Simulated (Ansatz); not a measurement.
MgO (rock salt, Fm-3m), a = b = c = 4.2042 Å, α = β = γ = 90.00°; the cell used has 2 atoms.

Relaxed with r²SCAN.

Task: Which orbitals make up the states near the band edges in r²SCAN (plane waves, PAW; program Ansatz)?

Result: Top 1 eV of the valence band: O 2p 98 %. Bottom 1 eV of the conduction band: Mg 3s 57 %, O 2s 35 %, O 2p 7 %. Projections are on Löwdin-orthogonalised atomic valence shells; empty p or d shells of many metals are not among them.

Task: Tabulate the density of states.

Result: States/eV per cell of 2 atoms, in 0.25 eV bins, energy from the valence-band maximum.

| E (eV) | total | O 2p | Mg 3s | O 2s |
|---|---|---|---|---|
| -4.80 | 0.00 | 0.00 | 0.00 | 0.00 |
| -4.55 | 0.14 | 0.11 | 0.03 | 0.00 |
| -4.30 | 0.42 | 0.34 | 0.08 | 0.00 |
| -4.05 | 0.82 | 0.69 | 0.12 | 0.01 |
| -3.80 | 1.92 | 1.66 | 0.20 | 0.02 |
| -3.55 | 2.17 | 1.86 | 0.24 | 0.03 |
| -3.30 | 0.96 | 0.82 | 0.10 | 0.02 |
| -3.05 | 0.40 | 0.32 | 0.05 | 0.02 |
| -2.80 | 0.69 | 0.61 | 0.05 | 0.02 |
| -2.55 | 0.84 | 0.77 | 0.04 | 0.01 |
| -2.30 | 0.92 | 0.85 | 0.03 | 0.01 |
| -2.05 | 0.99 | 0.92 | 0.02 | 0.01 |
| -1.80 | 1.07 | 1.01 | 0.02 | 0.01 |
| -1.55 | 1.57 | 1.49 | 0.03 | 0.01 |
| -1.30 | 2.50 | 2.41 | 0.02 | 0.00 |
| -1.05 | 2.70 | 2.62 | 0.01 | 0.00 |
| -0.80 | 2.88 | 2.82 | 0.00 | 0.00 |
| -0.55 | 1.79 | 1.76 | 0.00 | 0.00 |
| -0.30 | 0.95 | 0.93 | 0.00 | 0.00 |
| -0.05 | 0.26 | 0.26 | 0.00 | 0.00 |
| 0.20 | 0.00 | 0.00 | 0.00 | 0.00 |
| 0.45 | 0.00 | 0.00 | 0.00 | 0.00 |
| 0.70 | 0.00 | 0.00 | 0.00 | 0.00 |
| 0.95 | 0.00 | 0.00 | 0.00 | 0.00 |
| 1.20 | 0.00 | 0.00 | 0.00 | 0.00 |
| 1.45 | 0.00 | 0.00 | 0.00 | 0.00 |
| 1.70 | 0.00 | 0.00 | 0.00 | 0.00 |
| 1.95 | 0.00 | 0.00 | 0.00 | 0.00 |
| 2.20 | 0.00 | 0.00 | 0.00 | 0.00 |
| 2.45 | 0.00 | 0.00 | 0.00 | 0.00 |
| 2.70 | 0.00 | 0.00 | 0.00 | 0.00 |
| 2.95 | 0.00 | 0.00 | 0.00 | 0.00 |
| 3.20 | 0.00 | 0.00 | 0.00 | 0.00 |
| 3.45 | 0.00 | 0.00 | 0.00 | 0.00 |
| 3.70 | 0.00 | 0.00 | 0.00 | 0.00 |
| 3.95 | 0.00 | 0.00 | 0.00 | 0.00 |
| 4.20 | 0.00 | 0.00 | 0.00 | 0.00 |
| 4.45 | 0.00 | 0.00 | 0.00 | 0.00 |
| 4.70 | 0.00 | 0.00 | 0.00 | 0.00 |
| 4.95 | 0.00 | 0.00 | 0.00 | 0.00 |
| 5.20 | 0.00 | 0.00 | 0.00 | 0.00 |
| 5.45 | 0.00 | 0.00 | 0.00 | 0.00 |
| 5.70 | 0.00 | 0.00 | 0.00 | 0.00 |
| 5.95 | 0.01 | 0.00 | 0.01 | 0.01 |
| 6.20 | 0.02 | 0.00 | 0.01 | 0.01 |
| 6.45 | 0.03 | 0.00 | 0.02 | 0.01 |
| 6.70 | 0.04 | 0.00 | 0.02 | 0.01 |
| 6.95 | 0.06 | 0.01 | 0.03 | 0.02 |
| 7.20 | 0.07 | 0.01 | 0.04 | 0.02 |
| 7.45 | 0.08 | 0.01 | 0.05 | 0.02 |
| 7.70 | 0.10 | 0.02 | 0.06 | 0.02 |
| 7.95 | 0.12 | 0.02 | 0.07 | 0.03 |
| 8.20 | 0.14 | 0.02 | 0.08 | 0.03 |
| 8.45 | 0.18 | 0.03 | 0.10 | 0.03 |
| 8.70 | 0.23 | 0.03 | 0.13 | 0.04 |
| 8.95 | 0.39 | 0.04 | 0.17 | 0.04 |
| 9.20 | 0.43 | 0.04 | 0.18 | 0.03 |
| 9.45 | 0.44 | 0.04 | 0.18 | 0.03 |
| 9.70 | 0.45 | 0.04 | 0.18 | 0.03 |
| 9.95 | 0.46 | 0.04 | 0.19 | 0.02 |
| 10.20 | 0.54 | 0.04 | 0.19 | 0.02 |
| 10.45 | 0.67 | 0.04 | 0.20 | 0.02 |

The r²SCAN relaxation kept the symmetry of its start.

Potentials: the later of the program's two PAW sets.
